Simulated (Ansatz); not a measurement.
The end point of a relaxation of ZrN. Space group Fm-3m (No. 225), rock salt type. Calculation: PBE (plane waves to 420 eV, PAW, scalar-relativistic; Ansatz, a program for electronic structure).

```cif
data_N4Zr4
_chemical_formula_sum 'N4 Zr4'
_space_group_name_H-M_alt 'Fm-3m'
_space_group_IT_number 225
_space_group_name_Hall '-F 4 2 3'
_cell_length_a 4.59513
_cell_length_b 4.59513
_cell_length_c 4.59513
_cell_angle_alpha 90.000
_cell_angle_beta 90.000
_cell_angle_gamma 90.000
loop_
_atom_site_label
_atom_site_type_symbol
_atom_site_symmetry_multiplicity
_atom_site_Wyckoff_symbol
_atom_site_fract_x
_atom_site_fract_y
_atom_site_fract_z
_atom_site_occupancy
N1 N 4 a 0.00000 0.00000 0.00000 1
Zr1 Zr 4 b 0.50000 0.50000 0.50000 1
```
(The calculation used a cell of 2 atoms; values per cell refer to that cell.)

- Volume per atom: 12.13 Å³
- Band gap: no gap (metallic)
- Shortest distances: N–Zr 2.30 Å; N–N 3.25 Å; Zr–Zr 3.25 Å
- k-mesh: 17×17×17

Band energies at high-symmetry points (eV from the Fermi level; labels of this space group; no spin-orbit coupling), from −5 eV up to 1.2 eV:

```csv
point,energies
Γ,-2.67 -2.67 -2.67 -0.42 -0.42 -0.42
X,-4.59 -3.47 -3.18 -3.18
U,-4.76 -4.46 -0.73
K,-4.76 -4.46 -0.73
L,–
W,-4.76 -4.76 0.99 0.99
```

No spin polarisation in the result. The relaxed primitive cell holds an odd number of electrons. A magnetic state may lie lower.

The run could not lose the symmetry of its start.

All atoms sit on sites fixed by symmetry, so only the cell could relax.
